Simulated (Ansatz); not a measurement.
ZrGeO3:
```xyz
5
Lattice="4.0092 0.0000 0.0000 0.0000 4.0092 0.0000 0.0000 0.0000 4.3665" Properties=species:S:1:pos:R:3 pbc="T T T"
Zr     2.0046     2.0046     2.5273
Ge     0.0000     0.0000     0.8720
O      0.0000     2.0046     1.9623
O      2.0046     0.0000     1.9623
O      2.0046     2.0046     0.0564
```

Plane-wave PAW r²SCAN (Ansatz code) gives a gap of 1.68 eV without spin–orbit coupling, maximum at X, minimum at Z.

### Question
What happens when spin–orbit coupling is switched on?

### Answer
The gap drops by 0.01 eV, to 1.67 eV; maximum at X, minimum at Z.

### Question
Give the hole effective mass with spin–orbit coupling.

### Answer
0.45, 0.80, 1.5 mₑ (principal values).

Space group P4mm. The start of the workflow was typed in or built on a structure type; neither database checked (COD, Materials Project) lists it. Whether it is the stable phase at ambient conditions was not checked. The r²SCAN relaxation kept the symmetry of its start; its stability against distortions is not shown here. The run is not spin-polarised.

Potentials: the later of the program's two PAW sets.
